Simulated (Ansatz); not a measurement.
Ansatz (a program for electronic structure) input:

Ansatz 0.2 input:
```yaml
crystal:
  lattice:
    - [2.9885672368, 0.0, 0.0]
    - [0.0, 2.9885672368, 0.0]
    - [0.0, 0.0, 2.9885672368]
  atoms:
    - { symbol: Ti, position: [0.5, 0.5, 0.5] }
    - { symbol: Ni, position: [0.0, 0.0, 0.0] }
kpoints:
  mp_grid: { grid: [14, 14, 14] }
hamiltonian:
  xc: r2scan
  pseudopotentials: { kind: paw }
scf:
  occupations: { method: fermi_dirac, width: 0.1 }
phonons:
  method: dfpt
  response_accuracy: low
  eigenvectors: true
  rigid_motions: translations
```

Output (shortened):

```
Pseudopotential: Ti, paw, valence charge 12
Pseudopotential: Ni, paw, valence charge 18
Functional definition: r2SCAN
Crystal: 2 atoms, lattice volume = 26.692 Å³
Basis set: ecut = 500 eV, 691 PW (Γ), exchange–correlation on 120×120×120 points (125 copies of the dense FFT grid, shifted against one another)
Bands: 19, of which v1, the nominal top of the filled ones, is band 15 counted from 1 (14 counted from 0)
Symmetry: 48 space group operations
k-points: 288 of 2744 (irreducible under 8 space group operations, time reversal used)
SCF iter   1: F=—  HF=-8350.392514 eV  |F-HF|=—  |Δ(HF+E_count)|=         —  Δρ=6.03e-2  dr2=1.01e0  dr2_τ=6.39e-2  ethr=1.77e-3  ⟨swp⟩=3.3  Hψ=20804  notcnv=0
preconditioner: auto → none
SCF iter   2: F=—  HF=-8350.612942 eV  |F-HF|=—  |Δ(HF+E_count)|=   2.20e-1  Δρ=1.33e-1  dr2=3.69e0  dr2_τ=5.92e-2  ethr=1.77e-3  ⟨swp⟩=2.5  Hψ=11085  notcnv=0  recentre
SCF iter   3: F=—  HF=-8350.384239 eV  |F-HF|=—  |Δ(HF+E_count)|=   2.29e-1  Δρ=2.02e-2  dr2=1.09e-1  dr2_τ=3.71e-4  ethr=1.77e-3  ⟨swp⟩=2.3  Hψ=8891  notcnv=0
SCF iter   4: F=—  HF=-8350.376004 eV  |F-HF|=—  |Δ(HF+E_count)|=   8.23e-3  Δρ=1.94e-3  dr2=3.42e-4  dr2_τ=1.06e-4  ethr=3.63e-4  ⟨swp⟩=2.0  Hψ=8180  notcnv=0
SCF iter   5: F=—  HF=-8350.376426 eV  |F-HF|=—  |Δ(HF+E_count)|=   4.22e-4  Δρ=3.65e-3  dr2=3.40e-3  dr2_τ=6.74e-5  ethr=1.14e-6  ⟨swp⟩=2.0  Hψ=10083  notcnv=0
SCF iter   6: F=—  HF=-8350.376248 eV  |F-HF|=—  |Δ(HF+E_count)|=   1.78e-4  Δρ=5.81e-4  dr2=8.42e-5  dr2_τ=4.03e-6  ethr=1.14e-6  ⟨swp⟩=2.0  Hψ=7795  notcnv=0
SCF iter   7: F=—  HF=-8350.376255 eV  |F-HF|=—  |Δ(HF+E_count)|=   6.28e-6  Δρ=1.48e-4  dr2=5.07e-6  dr2_τ=1.26e-7  ethr=2.81e-7  ⟨swp⟩=1.9  Hψ=6617  notcnv=0
SCF iter   8: F=—  HF=-8350.376260 eV  |F-HF|=—  |Δ(HF+E_count)|=   5.36e-6  Δρ=2.77e-5  dr2=1.32e-7  dr2_τ=1.69e-9  ethr=1.69e-8  ⟨swp⟩=1.3  Hψ=5840  notcnv=0
SCF iter  11: F=-8350.376259 eV  HF=-8350.376259 eV  |F-HF|=7.28e-12  |Δ(HF+E_count)|=  6.00e-11  Δρ=2.29e-7  dr2=9.01e-12  dr2_τ=2.45e-13  ethr=1.00e-12  ⟨swp⟩=4.9  Hψ=29920  notcnv=0
SCF 1 converged in 11 iterations: F = -8350.376259 eV  dr2 = 9.01e-12
DFPT response loops at Γ: preconditioner auto → Kerker (q_TF=auto, 2.782 Å⁻¹) (partly filled bands, converged f_vac=0.000) …
SCF converged after 11 iterations
Free energy (F): -8350.376259 eV
Harris-Foulkes:  -8350.376259 eV  (|F-HF|=7.28e-12)
Internal energy: -8350.291449 eV  (E = F + TS)
E sigma→0 (E₀):  -8350.333854 eV
Entropy (-TS):   -0.084810 eV (-42.405 meV/atom)
Fermi energy:    16.424901 eV
--- Per-component energies (eV) ---
  E_band       = -483.870724
  E_kinetic    = 556.242638
  E_local      = -4576.882276  (includes V_loc(G=0)·N_el)
  E_nonlocal   = 644.632977
  E_hartree    = 1932.022348
  E_xc         = -172.668684
  E_vxc        = -251.626219  (∫ρ·V_xc dr)
  E_paw        = -2699.512802  (= ΣΔE_a)
  E_vpaw       = -738.464714  (= ΣTr[D̂ρ^β])
  E_aug_tail   = 0.000316  (compensation charges beyond the density's cutoff)
  E_vtau       = 18.182113  (kinetic-family band-sum trace: ∫τ·v_τ [+ j·A + Jᵃ·Aᵃ] dr)
  E_ewald      = -4033.572440
  E_core_change = -0.553526  (= ΣΔE_core)
  E_smearing   = -0.084810  (= −TS)
  E_closure    = 0.000000  (closes the sum)
  Σ components = -8350.376259   (vs F -8350.376259, Δ=0.00e0)
  [band-id]    e_kinetic+e_local+e_nonlocal+2·e_hartree+e_vxc+e_vpaw+e_augmentation_tail+e_vtau = -483.870469   (vs E_band -483.870724, Δ=2.55e-4)
--- Band table (eV; the first three rows and the last of 288) ---
  k-point 0: bands = ["-90.7796", "-49.6847", "-49.6847", "-49.6847", "-43.1918", "-18.2282", "-18.2282", "-18.2282", "8.0792", "12.3481", "12.3481", "14.3464", "14.3464", "14.3464", "16.9596", "16.9596", "19.1422", "19.1422", "19.1422"]
  k-point 1: bands = ["-90.7796", "-49.6856", "-49.6846", "-49.6846", "-43.1901", "-18.2437", "-18.2270", "-18.2270", "8.1840", "12.3894", "12.3907", "14.3383", "14.3383", "14.3605", "16.9163", "16.9751", "19.0018", "19.0018", "19.1255"]
  k-point 2: bands = ["-90.7795", "-49.6879", "-49.6845", "-49.6845", "-43.1853", "-18.2868", "-18.2238", "-18.2238", "8.4932", "12.5019", "12.5154", "14.3164", "14.3164", "14.4006", "16.7891", "17.0045", "18.6456", "18.6456", "19.0782"]
  k-point 287: bands = ["-90.7771", "-49.6971", "-49.6971", "-49.6971", "-43.1001", "-18.4542", "-18.4542", "-18.4542", "13.4372", "13.4372", "13.4372", "14.1049", "14.1049", "14.1049", "15.1274", "15.1274", "19.7542", "19.7542", "22.9648"]
--- Phonons (Γ-DFPT): 2 representative perturbations + reference, on 288 of 2744 k-points (Σ response iterations 12) ---
  ASR residual: 7.607e-4 → 0.000e0 eV/Å²; symmetrization residual: 7.160e-5 eV/Å²
  ASR residual per site (eV/Å²): 8.01e-5 7.61e-4
  Γ frequencies (cm⁻¹): 0.00 0.00 0.00 206.17 206.17 206.17
  non-analytic LO–TO correction: not included (Born effective charges unavailable; polar crystals: no LO–TO splitting at Γ)
```

Cost: around 2.9 core-minutes (rough) on shared cores.

Space group Pm-3m (CsCl type). The first step of the workflow began from a Materials Project structure, measured or hypothetical; the Crystallography Open Database copy checked does not list it. COD files the formula under space group No. 11, 147, so this cell is another polymorph or a model. With Ti and Ni taken as one species the cell has the higher symmetry Im-3m, so it may be an ordered model of a mixed-site phase. Its standing as an ambient phase is unchecked. Symmetry was held in the r²SCAN relaxation; of distortions, only those at the zone centre were tested. The run is not spin-polarised. As this level gives no gap, phonon frequencies hold no LO–TO term and depend on the k-mesh and smearing (Fermi–Dirac, 0.1 eV here).

Potentials: the later of the program's two PAW sets.

Ansatz is a plane-wave DFT program.
